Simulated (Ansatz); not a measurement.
BaNbHO$_{2}$:
```
CELL_PARAMETERS angstrom
      4.10610     0.00000     0.00000
      0.00000     4.10610     0.00000
      0.00000     0.00000     3.91528
ATOMIC_POSITIONS crystal
  Ba 0.50000 0.50000 0.50000
  Nb 0.00000 0.00000 0.00000
  O  0.50000 0.00000 0.00000
  O  0.00000 0.50000 0.00000
  H  0.00000 0.00000 0.50000
```

Relaxed with PBEsol. Special points in fractions of this cell's reciprocal vectors: Γ (0.000, 0.000, 0.000); X (0.000, 0.500, 0.000); M (0.500, 0.500, 0.000); Z (0.000, 0.000, 0.500); R (0.000, 0.500, 0.500); A (0.500, 0.500, 0.500).

**Question.** List the band energies nearest the Fermi level at these points for PBEsol with spin–orbit coupling (plane waves, PAW; program Ansatz).

**Answer.** In eV from the Fermi level; about four levels below and three above (degenerate sets whole), none deeper than 8.9 eV; points with the same levels are listed once.

```csv
k,below,above
Γ,-0.60 -0.60 -0.53 -0.53,1.60 1.60 1.77 1.77
X,-4.80 -4.80 -0.30 -0.30,0.74 0.74 1.58 1.58
M,-6.15 -6.15 -6.15 -6.15 -3.78 -3.78,1.83 1.83 1.89 1.89
Z,-0.87 -0.87 -0.61 -0.61,0.38 0.38 3.17 3.17
R,-3.60 -3.60 -1.90 -1.90,0.22 0.22 1.08 1.08
A,-5.07 -5.07 -3.71 -3.71,0.62 0.62 1.30 1.30
```

Space group P4/mmm. The start of the workflow was typed in or built on a structure type; neither database checked (COD, Materials Project) lists it. Its standing as an ambient phase is unchecked. The PBEsol relaxation kept the symmetry of its start; its stability against distortions is not shown here. The workflow began spin-polarised and lost its moments.

Potentials: the earlier of the program's two PAW sets. The files were generated under PBE; for other functionals the program regenerates the frozen cores, and for LDA and PBEsol the local potential too.
